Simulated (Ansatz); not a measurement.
MgCdSe₂ as one 4-atom ordering (R-3m) on the rocksalt lattice at its r2SCAN geometry, run in Ansatz 0.2.0 at 2 levels of theory. (Calculated; non-magnetic; the phase may be known or hypothetical.)

The PBE+SOC input:
```yaml
crystal:
  lattice:
    - [1.9756470076, 1.1406403317, 6.4511070736]
    - [-1.9756470076, 1.1406403317, 6.4511070736]
    - [0.0, -2.2812806633, 6.4511070736]
  atoms:
    - { symbol: Mg, position: [1.0, 0.0, 0.0] }
    - { symbol: Cd, position: [0.5, 0.5, 0.5] }
    - { symbol: Se, position: [0.2533357355, 0.2533357355, 0.2533357355] }
    - { symbol: Se, position: [0.7466642645, 0.7466642645, 0.7466642645] }
kpoints:
  mp_grid: { grid: [8, 8, 8] }
  band_path:
    path:
      - [0.0, 0.0, 0.0]
      - [0.5, 0.5, 0.5]
      - [0.8124914151, 0.1875085849, 0.5]
      - [0.5, -0.1875085849, 0.1875085849]
      - [0.5, 0.0, 0.0]
      - [0.3437542924, -0.3437542924, 0.0]
      - [0.6562457076, 0.0, 0.3437542924]
      - [0.5, 0.0, 0.5]
      - [0.411458, 0.484375, 0.484375]
      - [0.0, 0.5, 0.5]
    npoints: 1
hamiltonian:
  xc: pbe
scf:
  occupations: { method: fermi_dirac, width: 0.02 }
  n_extra_bands: 10
magnetization:
  noncollinear: true
  spin_orbit: true
output:
  forces: true
  stress: true
  eigenvalues: true
  write_density: true
  write_potential: true
  elf: true
  volumetric_format: npy
```

Main results, then, where recorded, the levels near the gap in eV from the Fermi energy (columns number the bands from 0), one row a point of the path (Γ, T, H₂, H₀, L, S₀, S₂, F, (0.411, 0.484, 0.484), F):
```
Crystal: 4 atoms, lattice volume = 87.226 Å³
Symmetry: 12 space group operations + 12 with time reversal
Magnetic group: BNS 166.98 (UNI 1328)
```
```
Basis set: ecut = 420 eV, 1731 PW (Γ), FFT grids on a1−a2, a2, −a2+a3
Bands: 72, of which v1, the nominal top of the filled ones, is band 62 counted from 1 (61 counted from 0)
k-points: 65 of 512
Free energy (F): -21122.838664 eV
Fermi energy:    9.448547 eV
--- Forces (eV/Å), atoms counted from 1 ---
  atom   1  Mg      0.00000      0.00000      0.00000
  atom   2  Cd      0.00000      0.00000      0.00000
  atom   3  Se      0.00000      0.00000      0.04204
  atom   4  Se      0.00000      0.00000    -0.04204
--- Stress (GPa, compression-positive) ---
        1.511232       0.000000       0.000000
        0.000000       1.511232       0.000000
        0.000000       0.000000       1.452354
  P = ⅓ Tr σ = 1.4916 GPa (14.916 kbar)
```
```tsv
band_52	band_53	band_54	band_55	band_56	band_57	band_58	band_59	band_60	band_61	band_62	band_63	band_64	band_65	band_66	band_67
-0.956	-0.956	-0.797	-0.797	-0.552	-0.552	-0.520	-0.520	-0.517	-0.517	0.940	0.940	3.072	3.072	5.260	5.260
-3.497	-3.497	-1.117	-1.117	-0.848	-0.848	-0.497	-0.497	-0.244	-0.244	3.121	3.121	3.171	3.171	6.161	6.161
-4.237	-4.237	-3.225	-3.225	-3.118	-3.118	-1.618	-1.618	-1.517	-1.517	2.115	2.115	3.262	3.262	5.661	5.661
-4.237	-4.237	-3.225	-3.225	-3.118	-3.118	-1.618	-1.618	-1.517	-1.517	2.115	2.115	3.262	3.262	5.661	5.661
-4.541	-4.541	-2.718	-2.718	-2.314	-2.314	-1.713	-1.713	-1.419	-1.419	2.061	2.061	2.778	2.778	5.524	5.524
-3.984	-3.984	-3.753	-3.753	-2.856	-2.856	-1.818	-1.818	-1.436	-1.436	2.101	2.101	3.730	3.730	5.050	5.050
-3.984	-3.984	-3.753	-3.753	-2.856	-2.856	-1.818	-1.818	-1.436	-1.436	2.101	2.101	3.730	3.730	5.050	5.050
-4.538	-4.538	-2.395	-2.395	-2.157	-2.157	-0.720	-0.720	-0.474	-0.474	0.255	0.255	3.040	3.040	4.361	4.361
-3.341	-3.341	-1.254	-1.254	-1.033	-1.033	-0.644	-0.644	-0.330	-0.330	3.242	3.242	3.519	3.519	5.526	5.526
-4.538	-4.538	-2.395	-2.395	-2.157	-2.157	-0.720	-0.720	-0.474	-0.474	0.255	0.255	3.040	3.040	4.361	4.361
```

With PBE+SOC the valence top lies at T and the conduction bottom at F, 0.50 eV higher; the smallest vertical gap, at F, is 0.73 eV.

Question: In the first input these blocks are replaced (the band path and keys that only write files left aside):
```yaml
hamiltonian:
  xc: r2scan
scf:
  occupations: { method: fixed }
  n_extra_bands: 5
```
(magnetization left out)
What comes out?

Answer:
```
Basis set: ecut = 500 eV, 2171 PW (Γ), FFT grids on a1−a3, a2−a3, a3
Bands: 36, of which v1, the nominal top of the filled ones, is band 31 counted from 1 (30 counted from 0)
k-points: 65 of 512
Free energy (F): -21155.018050 eV
Fermi energy:    8.812894 eV
--- Forces (eV/Å), atoms counted from 1 ---
  atom   1  Mg      0.00000      0.00000      0.00000
  atom   2  Cd      0.00000      0.00000      0.00000
  atom   3  Se      0.00000      0.00000      0.00008
  atom   4  Se      0.00000      0.00000    -0.00008
--- Stress (GPa, compression-positive) ---
       -0.005421       0.000000       0.000000
        0.000000      -0.005421       0.000000
        0.000000       0.000000      -0.000429
  P = ⅓ Tr σ = -0.0038 GPa (-0.038 kbar)
```
```tsv
band_26	band_27	band_28	band_29	band_30	band_31	band_32	band_33
-0.320	-0.320	-0.292	-0.292	-0.292	2.043	4.082	6.301
-3.084	-0.629	-0.629	0.000	0.000	4.089	4.267	7.167
-3.875	-2.852	-2.757	-1.249	-1.150	2.953	4.254	6.645
-3.875	-2.852	-2.757	-1.249	-1.150	2.953	4.254	6.645
-4.167	-2.331	-1.930	-1.365	-1.070	2.907	3.792	6.488
-3.591	-3.421	-2.492	-1.430	-1.079	2.957	4.694	6.061
-3.591	-3.421	-2.492	-1.430	-1.079	2.957	4.694	6.061
-4.206	-1.936	-1.920	-0.265	-0.212	1.162	4.045	5.240
-2.909	-0.826	-0.727	-0.248	0.002	4.206	4.595	6.539
-4.206	-1.936	-1.920	-0.265	-0.212	1.162	4.045	5.240
```
With r2SCAN the valence top lies at k = (0.411, 0.484, 0.484) and the conduction bottom at F, 1.16 eV higher; the smallest vertical gap, at F, is 1.37 eV. The mean stress is close to zero (0.00 GPa).

Totals of different functionals, or with and without spin-orbit coupling, can't be compared.

Only the levels marked +SOC include spin-orbit coupling.
